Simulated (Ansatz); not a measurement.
Values for one crystal, relaxed and computed with the program Ansatz at the r²SCAN level (PAW); other levels are named.

| Property | Result |
|---|---|
| Volume per atom | 20.70 Å³ |
| Electronic character | metallic (no gap) |
| Density of states at the Fermi level | 0.30 states/eV per atom (mean over ±0.08 eV) |
| Formation energy from the elements (no fitted shifts) | -0.50 eV/atom |

Question: Which of these materials gives this?
(A) YAl2Ge2, P-3m1 (Y on 1a, Al on 2d, Ge on 2d)
(B) YSi2Ni2, I4/mmm (Y on 2a, Si on 4e, Ni on 4d)
(C) NiGe, Pnma (Ni on 4c, Ge on 4c)
(D) Sr3Al2Ge4, C2/m (Pearson symbol mS18)

Answer: A, YAl2Ge2, P-3m1 (Y on 1a, Al on 2d, Ge on 2d)

The first step of the workflow began from a Materials Project structure, measured or hypothetical; the Crystallography Open Database files this formula in space group No. 164, but the cells were not matched. Its standing as an ambient phase is unchecked. Symmetry was held in the r²SCAN relaxation; its stability against distortions is not shown here. The run is not spin-polarised. The references are the lowest solids computed at this level, not always the standard phases. Spin–orbit coupling is left out wherever it is not named.

Potentials: the later of the program's two PAW sets.
